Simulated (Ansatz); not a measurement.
Al2O3 (corundum)

```
Al2O3
1.0
    2.40399     1.38794     4.37387
   -2.40399     1.38794     4.37387
    0.00000    -2.77589     4.37387
Al O
4 6
Cartesian
  0.00000   0.00000   4.62046
  0.00000   0.00000   1.94034
  0.00000   0.00000   8.50114
  0.00000   0.00000  11.18127
 -0.93199   1.38794   7.65427
 -0.73600  -1.50110   7.65427
  1.66799   0.11316   7.65427
  0.93199  -1.38794   5.46733
  0.73600   1.50110   5.46733
 -1.66799  -0.11316   5.46733
```

A phonon eigenvector at Γ is frozen into this cell: atom i moves by Q times the vector below, so Q is the largest atomic displacement, in Å. The cell is held. It is one choice among 2 degenerate patterns.

```csv
atom,x,y,z
Al1,0.117,-0.020,0.000
Al2,-0.117,-0.020,0.000
Al3,-0.117,0.020,0.000
Al4,0.117,0.020,0.000
O5,0.000,0.656,0.754
O6,0.285,0.163,-0.377
O7,-0.285,0.163,-0.377
O8,0.000,-0.656,-0.754
O9,-0.285,-0.163,0.377
O10,0.285,-0.163,0.377
```

The numbers are results of PBE (plane waves to 420 eV, PAW, scalar-relativistic; Ansatz, a quantum-chemistry and plane-wave program), not measurements. k mesh 8×8×8 (Γ-centred), Fermi-Dirac smearing 0.05 eV. The energy includes the smearing's −TS. Al2O3 was relaxed with its symmetry unable to fall. The PAW data are Ansatz's earlier set. The zero of ΔE is the undisplaced structure.

```
Q (Å)   ΔE (meV/cell)
------  -------------
-0.280            921
-0.187            409
-0.093            102
0.000               0
0.093             102
0.187             409
0.280             921
```

Task: Which DFPT wavenumber at Γ belongs to this mode?
(A) 719 cm⁻¹
(B) 578 cm⁻¹
(C) 359 cm⁻¹
(D) 285 cm⁻¹

Result: C, 359 cm⁻¹. The curvature of the scan gives 359 cm⁻¹

(For displaced atoms, the force is minus the slope of the energy, and its curvature is a force constant, which sets phonon frequencies.)
